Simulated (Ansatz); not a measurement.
Q: Y (hcp (Mg type), space group No. 194) is relaxed with plane-wave PAW PBE+D3(BJ) (Ansatz code). What lattice parameters of the conventional cell result?

A: a = 3.606 Å, c = 5.592 Å.

Space group P6_3/mmc (hcp (Mg type)). The cell was relaxed with PBE+D3(BJ) under the symmetry of its start. The run is not spin-polarised. The pairwise dispersion correction was not fitted to metals. Axis ratios of metals converge slowly with the k-mesh, so a and c are less sure than the volume.

Potentials: the earlier of the program's two PAW sets.
